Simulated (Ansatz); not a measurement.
Method: Ansatz, DFT PBE, scalar-relativistic, plane waves, PAW. Settings: cutoff 420 eV, Γ-centred meshes spaced at most about 0.3 Å⁻¹, and about 0.25 Å⁻¹ or finer for metals (2π included), Gaussian smearing. No spin polarisation in the final relaxations.

All energies are static (0 K, no zero-point motion). All come from trial cells, and lower structures may exist.

Problem. Which of these relaxed structures of K3LuN2 is the lowest in energy?
A.

```xyz
6
Lattice="7.1317 0.0000 0.0000 -3.5658 6.1762 0.0000 0.0000 0.0000 5.4296" Properties=species:S:1:pos:R:3 pbc="T T T"
K     3.5658    0.0000    2.7148
K    -1.7829    3.0881    2.7148
K     1.7829    3.0881    2.7148
Lu    0.0000    0.0000    0.0000
N     0.0000    0.0000    3.3393
N     0.0000    0.0000    2.0903
```

B.

```xyz
6
Lattice="5.9688 0.0000 0.0000 -2.9844 5.1691 0.0000 0.0000 0.0000 4.3621" Properties=species:S:1:pos:R:3 pbc="T T T"
K     2.9844    0.0000    2.1810
K     1.4922    2.5846    2.1810
K    -1.4922    2.5846    2.1810
Lu    0.0000    0.0000    0.0000
N     0.0000    3.4461    0.0000
N     2.9844    1.7230    0.0000
```

C.

```xyz
6
Lattice="-3.8197 3.8197 4.3470 3.8197 -3.8197 4.3470 3.8197 3.8197 -4.3470" Properties=species:S:1:pos:R:3 pbc="T T T"
K     3.8197    0.0000    0.0000
K     0.0000    3.8197    0.0000
K     0.0000    0.0000    4.3470
Lu    0.0000    0.0000    0.0000
N     0.0000    0.0000    6.7947
N     0.0000    0.0000    1.8993
```

Solution. A. It has space group P6/mmm (No. 191); the next, C, with space group I4/mmm (No. 139), lies 0.52 eV/atom higher. Counting N atoms around K and Lu (those within 1.25 times the shortest such distance or 1.15 times the sum of covalent radii; the shortest distance is added where it is long for a bond; a slash parts the counts of unlike sites), the lowest has K 4 from 3.6 Å, Lu 2 and the next has K 2/8 from 4.3 Å, Lu 2. The lowest holds N–N pairs (shortest 1.25 Å); in the next the shortest N–N distance is 3.80 Å. Even the lowest lies +0.19 eV/atom against the elements.

A magnetic state wasn't ruled out in cells without spin, among them P6/mmm at 22.4 Å³/atom. Cells relaxed within their symmetry can be saddle points. Some types were kept out of the candidates beforehand, so the set may lack a known form.
